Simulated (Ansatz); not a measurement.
GeSe:
```cif
data_Ge4Se4
_chemical_formula_sum 'Ge4 Se4'
_space_group_name_H-M_alt 'P 1'
_space_group_IT_number 1
_cell_length_a 10.63031
_cell_length_b 3.83294
_cell_length_c 4.20004
_cell_angle_alpha 90.000
_cell_angle_beta 90.000
_cell_angle_gamma 90.000
loop_
_space_group_symop_operation_xyz
  'x, y, z'
loop_
_atom_site_label
_atom_site_type_symbol
_atom_site_fract_x
_atom_site_fract_y
_atom_site_fract_z
_atom_site_occupancy
Ge1 Ge 0.11947 0.25000 0.10539 1
Ge2 Ge 0.38053 0.75000 0.60539 1
Ge3 Ge 0.88053 0.75000 0.89461 1
Ge4 Ge 0.61947 0.25000 0.39461 1
Se1 Se 0.85640 0.25000 0.49190 1
Se2 Se 0.64360 0.75000 0.99190 1
Se3 Se 0.14360 0.75000 0.50810 1
Se4 Se 0.35640 0.25000 0.00810 1
```

Relaxed with LDA.

**Question.** Tabulate the valence density and the electron localisation function along the shortest Ge–Se contact (2.55 Å), the program Ansatz at the LDA level (PAW).

**Answer.** 

```
distance from Ge (Å)  density (e/Å³)   ELF
--------------------  --------------  ----
0.26                           26.77  0.01
0.38                           11.32  0.05
0.51                            4.19  0.14
0.64                            1.69  0.27
0.77                            0.88  0.36
0.89                            0.57  0.39
1.02                            0.46  0.43
1.15                            0.43  0.55
1.28                            0.45  0.67
1.40                            0.52  0.74
1.53                            0.64  0.78
1.66                            0.82  0.81
1.79                            1.25  0.80
1.91                            2.45  0.74
2.04                            5.58  0.60
2.17                           12.66  0.40
2.30                           24.98  0.22
```

The density is the valence pseudo-density with augmentation charge, so density and ELF within about 1 Å of a nucleus are not all-electron values.

Space group Pnma. The cell was relaxed with LDA under the symmetry of its start. A crystal of weakly bound layers computed without a dispersion correction: the cell and the soft elastic constants depend strongly on that.

Potentials: the later of the program's two PAW sets.
